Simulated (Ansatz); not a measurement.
Stability checks on a candidate for MgCd3O4

It was reached by relaxing an invented guess, and it needn't be the stable form of this composition.

Computed with DFT PBE, scalar-relativistic, plane waves, PAW in Ansatz. Settings of the last relaxation (8-atom cell): 420 eV, 12×12×4 k points, Gaussian smearing of 0.10 eV, no spin polarisation.

```cif
data_structure
_symmetry_space_group_name_H-M 'P4/mmm'
_symmetry_Int_Tables_number 123
_cell_length_a 3.3077
_cell_length_b 3.3077
_cell_length_c 9.3305
_cell_angle_alpha 90.000
_cell_angle_beta 90.000
_cell_angle_gamma 90.000
_cell_volume 102.08
loop_
_atom_site_label
_atom_site_type_symbol
_atom_site_symmetry_multiplicity
_atom_site_Wyckoff_symbol
_atom_site_fract_x
_atom_site_fract_y
_atom_site_fract_z
_atom_site_occupancy
Mg1 Mg 1 a 0.00000 0.00000 0.00000 1
Cd1 Cd 2 h 0.50000 0.50000 0.24330 1
Cd2 Cd 1 b 0.00000 0.00000 0.50000 1
O1 O 2 g 0.00000 0.00000 0.23225 1
O2 O 1 d 0.50000 0.50000 0.50000 1
O3 O 1 c 0.50000 0.50000 0.00000 1
```

The zero of energy is the elements' standard structures at the same level (O₂ as a molecule); no fitted shifts are applied.

Question: These tests were run: energy against the elements; phonons on a 2×2×1 q mesh. What do they show?

Answer:

```csv
test,result
energy against the elements,−1.36 eV/atom
phonons on a 2×2×1 q mesh,imaginary modes down to 60i cm⁻¹
```

It fails one test: phonons on a 2×2×1 q mesh. So it isn't even a local minimum.

The run for the phonons used a 12×12×4 k mesh and Fermi–Dirac smearing of 0.15 eV.
